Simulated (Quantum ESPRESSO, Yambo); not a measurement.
MgI2 (CdI2 type, space group P-3m1, No. 164). Cell and atoms were relaxed with PBE+D3(BJ) from Materials Project entry mp-23205, within its symmetry. Chain: PBEsol (Quantum ESPRESSO, PseudoDojo norm-conserving, 84 Ry, with spin-orbit coupling); G0W0 in Yambo (3×3×2 Γ-centred k mesh, bands 9 to 298 and a 7 Ry block in the screening, 298 bands in G with the Bruneval-Gonze terminator, plasmon pole fitted at 27.2 eV); BSE (6×6×2 mesh, 10 valence and 12 conduction bands, static screening with 104 bands and a 4 Ry block, scissor 1.66 eV, Tamm-Dancoff).

```
Property                                                                       Value
-----------------------------------------------  -----------------------------------
PBEsol gap (dense path)                                                      3.10 eV
PBEsol gap Γ → Γ on the GW mesh                                              3.27 eV
PBEsol smallest direct gap on the GW mesh, at Γ                              3.27 eV
G0W0 direct gap at that point                                                4.93 eV
G0W0 correction to the gap Γ → Γ                                             1.66 eV
lowest exciton                                   no binding energy given (see below)
RPA electronic dielectric constant along x           4.38 (6×6×2 mesh, PBEsol bands)
```

Rough cost of the Yambo steps against G0W0 for 11 states: BSE about 2×, one RPA spectrum about 1/6.

Nearest settings tried, and what they do to the gap: 188 bands in W, 188 bands in G: -33 meV; 6 Ry block (161 vectors against 233): -54 meV. Not varied: mesh. So the settings aren't converged at that level. The k mesh is coarse. The mesh misses a band edge: along a dense path the PBEsol gap is 3.10 eV against 3.27 eV on the mesh. The BSE states are vertical excitations (zero momentum); the indirect quasiparticle gap, about 4.76 eV, is smaller than the direct one (4.93 eV on the GW mesh). Convergence of the RPA response with its 6×6×2 mesh was not tested. The lowest state covers only about 1 of the 72 k points, so the mesh doesn't resolve it: its energy and its distance from the direct gap are mesh artefacts. An extended exciton needs a far denser mesh. Axes are Cartesian, with cell vectors (Å) (4.13, 0.00, 0.00), (-2.06, 3.57, 0.00), (0.00, 0.00, 6.83).
